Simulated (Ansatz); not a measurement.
**Ti (Fm-3m), elastic constants by finite strains: input and output**

Method: LDA, all-electron PAW in Ansatz 0.2.0, datasets made for the crystal, scalar-relativistic.

Cell and atoms were relaxed beforehand by PAW with this functional.

The structure is one entry of a database and needn't be the stable phase.

Command:

```sh
ansatz run input.yaml --threads 1 --pin off --max-ram 2560MiB --backend cpu --events-out ev --progress --plain --runs-dir out
```

input.yaml:

```yaml
crystal:
  lattice:
    - [0.0, 2.00249371231, 2.00249371231]
    - [2.00249371231, 0.0, 2.00249371231]
    - [2.00249371231, 2.00249371231, 0.0]
  atoms:
    - { symbol: Ti, position: [0.0, 0.0, 0.0] }
kpoints:
  mp_grid: { grid: [24, 24, 24] }
scf:
  occupations: { method: fermi_dirac, width: 0.1 }
hamiltonian:
  xc: lda
  pseudopotentials: { kind: all_electron, datasets: crystal }
elastic:
  mode: relaxed_ion
  stencil: two_point
  amplitude: 0.005
```

Output:

```
Warning: RAYON_NUM_THREADS=1 ignored (pool sized by the plan → 1); use --threads N
hamiltonian.pseudopotentials.datasets: crystal makes datasets for this crystal and solves the spheres of its atoms anew in each pass: cutoff 280.0 eV, the density's 1120.0 eV; recipe b5f8396eff39.33, for an error of 0.50 meV an ...
band count auto-derived: 7 (N_el = 4.0; filled up to band 2; 6 by the electrons, moments and atoms)
Engine: ansatz 0.2.0, aarch64-unknown-linux-gnu
Pseudopotentials: kind: all_electron
Pseudopotential: Ti, paw, valence charge 12, recommended cutoff 280 eV (normal), crystal/all_electron/lda/scalar/gaussian/Ti, Koelling and Harmon's equation, gaussian nucleus
Functional definition: SPW92
  exchange = slater_x
  correlation = pw_c
Crystal: 1 atoms, lattice volume = 16.060 Å³
Basis set: ecut = 280 eV, 169 PW (Γ)
Bands: 7, of which v1, the nominal top of the filled ones, is band 2 counted from 1 (1 counted from 0)
Symmetry: 48 space group operations
Space group: Fm-3m (ITA 225), of the structure as read, at distance tolerance 2.5e-5 Å
k-points: 413 of 13824
Non-local potential: Ti, projectors of the file, l = 0: 1, l = 1: 1, l = 2: 2
PAW form: soft (Blöchl's): semilocal exchange-correlation on the pseudo side does not see the compensation charge
PAW one-centre angular grid: Ti, 590 points (default); XC on its mesh's 1951 points in the sphere
Initial density: superposition of atomic densities (neutral atoms: chi_scale 0, normalization atom)
Initial wavefunctions: pseudopotential atomic-orbital guess
Functional: x = slater, c = lda
iter 1 solved again at ethr=1.50e-2 eV; its pass at ethr=1.00e-1 eV (dr2=6.02e-1 eV) is discarded
SCF iter   1: F=—  HF=-23184.319691 eV  |F-HF|=—  |Δ(HF+E_count)|=         —  Δρ=6.31e-2  dr2=6.02e-1  ethr=1.50e-2  ⟨swp⟩=2.1  Hψ=18073  notcnv=0
preconditioner: auto → none  [metal: Δε(μ)=0.014 eV  Ē_g=6.452 eV  σ=0.100 eV  W_gap=0.03  n_scr=0 (ndim 8)  ℏωp=18.5 eV  f_vac=0.000  D(μ)=1.46/eV (n_scr^D=14)]
[... 93 lines left out ...]
  Σ components = -23184.039914   (vs F -23184.039914, Δ=0.00e0)
  The terms above E_closure are by the made datasets' own strengths, without shells solved beside the bands.
--- Forces (eV/Å), atoms counted from 1 ---
  atom   1  Ti    -0.00000000    -0.00000000    -0.00000000
  max |Σ_I F_I| component: 9.45e-32 eV/Å
--- Stress (GPa, compression-positive) ---
       -0.009212       0.000000       0.000000
        0.000000      -0.009212       0.000000
        0.000000       0.000000      -0.009212
  P = ⅓ Tr σ = -0.0092 GPa (-0.092 kbar)
  It holds what live shells' own plane waves past their cutoff add
--- Elastic constants: 2 strain directions × 2 members + reference (group order 48) ---
  dense FFT box of the reference and of every strained cell: 16×16×16
  strains applied: 11, 23; error gains: componentwise 1.00 (the most a stress slope's error grows in a printed constant), spectral 1.73 (1 for all six strains in a standard setting)
  C = ∂σ_k/∂η_j (tension-positive GPa; Voigt order 11 22 33 23 13 12):
       137.898    112.725    112.725     -0.000      0.000      0.000
       112.725    137.898    112.725      0.000      0.000      0.000
       112.725    112.725    137.898      0.000     -0.000     -0.000
        -0.000      0.000      0.000     57.657     -0.000     -0.000
        -0.000     -0.000      0.000      0.000     57.657      0.000
        -0.000      0.000     -0.000     -0.000     -0.000     57.657
  reference stress σ⁰ (GPa):      0.009      0.009      0.009     -0.000     -0.000     -0.000
  C* (energy form; C + prestress term) asymmetry max|C*_kj − C*_jk| = 1.421e-14 GPa — a small one proves nothing (zero by symmetry where the batch's group is 432, −43m or m−3m); a large one is finite-difference/SCF noise where ...
  moduli (Voigt/Reuss/Hill, GPa): K = 121.12/121.12/121.12   G = 39.63/23.70/31.67   E = 87.38   ν = 0.380
  mechanically stable: yes (min eigenvalue of sym C = 25.17 GPa)
  where every solve meets its electron count the energy-path curvature estimates C_jj along a normal strain and C_jj − ¼(σ⁰_aa + σ⁰_bb) along a shear (ab), closely only under elastic.basis: deformed
  strain η (Voigt 11):  stress-route row diagonal C_11 = 137.90 GPa, energy-path curvature d²(F+E_count)/dδ²/Ω₀ = 137.80 GPa
         δ    σ_11 (GPa)             F (eV)   n_scf  n_hpsi   n_pw
    -5.000e-3      -0.6871      -23184.0397445       8  166329    182   relax 0 steps, max|allowed force component| 0.00e0 eV/Å
     5.000e-3       0.6919      -23184.0397382       6  128493    182   relax 0 steps, max|allowed force component| 0.00e0 eV/Å
  strain η (Voigt 23):  stress-route row diagonal C_44 = 57.66 GPa, energy-path curvature d²(F+E_count)/dδ²/Ω₀ = 57.89 GPa
         δ    σ_23 (GPa)             F (eV)   n_scf  n_hpsi   n_pw
    -5.000e-3      -0.2882      -23184.0398412       8  283071    182   relax 0 steps, max|allowed force component| 0.00e0 eV/Å
     5.000e-3       0.2883      -23184.0398418       6  221899    182   relax 0 steps, max|allowed force component| 0.00e0 eV/Å
```

The run converged.

### Elastic constants

Elastic constants of a crystal by Kohn-Sham DFT: slopes of the stress over finite engineering strains of the given cell, Voigt indices, Cartesian axes as in the input.

```json
{
  "Pressure at rest": "-0.009 GPa",
  "Least elastic eigenvalue": "25.17 GPa",
  "Elastically stable": "yes"
}
```

| index | elastic (GPa) |
| --- | --- |
| 11 | 137.9 |
| 12 | 112.7 |
| 44 | 57.66 |

**Strained cells**

Stress of each strained cell less that at rest, tension positive.

```
strain component  strain  stress xx (GPa)  stress yy (GPa)  stress zz (GPa)  stress yz (GPa)  stress xz (GPa)  stress xy (GPa)  relaxation steps
              xx  -0.005          -0.6963          -0.5697          -0.5697                0                0                0                 0
              xx   0.005           0.6827           0.5576           0.5576                0                0                0                 0
              yz  -0.005           0.0001          -0.0016          -0.0016          -0.2882                0                0                 0
              yz   0.005           0.0001          -0.0015          -0.0015           0.2883                0                0                 0
```

### Elastic moduli

Hill averages of a grain aggregate, Debye temperature from the mean sound speed over directions.

```json
{
  "Bulk modulus": "121.1 GPa",
  "Shear modulus": "31.67 GPa",
  "Young modulus": "87.38 GPa",
  "Poisson ratio": "0.3798",
  "Bulk over shear modulus": "3.825",
  "Elastic anisotropy index": "3.359",
  "Least young modulus": "36.5 GPa",
  "Largest young modulus": "149.3 GPa",
  "Longitudinal sound speed": "5745 m/s",
  "Transverse sound speed": "2529 m/s",
  "Elastic debye temperature": "326.5 K",
  "Linear compressibility (x, y, z)": "2.752, 2.752, 2.752 1/TPa",
  "Zener ratio": "4.581",
  "Cauchy pressure": "55.07 GPa"
}
```

Limits of these numbers: responses of metals move with mesh and smearing.

Time and hardware: 110 s on 1 thread of Arm Neoverse V1, with other jobs on the host, peak memory 0.85 GiB.
